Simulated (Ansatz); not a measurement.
A scan (energy against volume; even scaling of the relaxed cell, symmetry kept) gave these values. Calculation: PBEsol (plane waves to 420 eV, PAW, scalar-relativistic; Ansatz, a program for electronic structure).

- Bulk modulus B₀ (third-order Birch-Murnaghan fit): 2.9 GPa
- Pressure derivative B₀′ (fit): 3.7
- Equilibrium volume of the fit: 86.43 Å³/atom

Question: Of these crystals, all scanned alike, which one is it?
A) Rb (bcc, W type)
B) YN (rock salt)
C) MgSe (rock salt)
D) GaP (zinc blende)

Answer: A, Rb (bcc, W type). The others have, for the bulk modulus: YN 171 GPa, MgSe 64.7 GPa, GaP 84.9 GPa

All were relaxed with their symmetry unable to fall. YN is run without spin polarisation.

(Under strain, the slope of the energy per volume gives the stress and its curvature an elastic modulus.)
